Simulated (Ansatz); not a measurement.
The calculation used DFT PBE, scalar-relativistic, plane waves, PAW (Ansatz 0.2.0). Settings: cutoff 420 eV, Γ-centred meshes spaced at most about 0.3 Å⁻¹, and about 0.25 Å⁻¹ or finer for metals (2π included), Gaussian smearing. No spin polarisation in the final relaxations.

These are static total energies at zero pressure. All come from trial cells, and lower structures may exist.

Question: These unrelaxed guesses for Nb3CdB are each relaxed within their symmetry. Order them by the energy at which they end, lowest first.
1.

```
Nb Cd B
1.0
     4.06539    0.00000    0.00000
     0.00000    4.23160    0.00000
     0.00000    0.00000    4.75522
Nb Cd B
3 1 1
Direct
  0.00000 0.00000 0.00000
  0.00000 0.50000 0.26775
  0.00000 0.50000 0.73225
  0.00000 0.00000 0.50000
  0.50000 0.50000 0.00000
```

2.

```
Nb Cd B
1.0
     4.13036    0.00000    0.00000
     0.00000    4.13036    0.00000
     0.00000    0.00000    4.13036
Nb Cd B
3 1 1
Direct
  0.00000 0.00000 0.50000
  0.50000 0.00000 0.00000
  0.00000 0.50000 0.00000
  0.50000 0.50000 0.50000
  0.00000 0.00000 0.00000
```

Answer: 2 (ends in Pm-3m, antiperovskite type, 0 meV/atom), 1 (ends in Pmmm, 0.38 eV/atom).

Cells relaxed within their symmetry can be saddle points. Some structure types and database cells were kept out of the candidates from the start, so a known form may be missing.
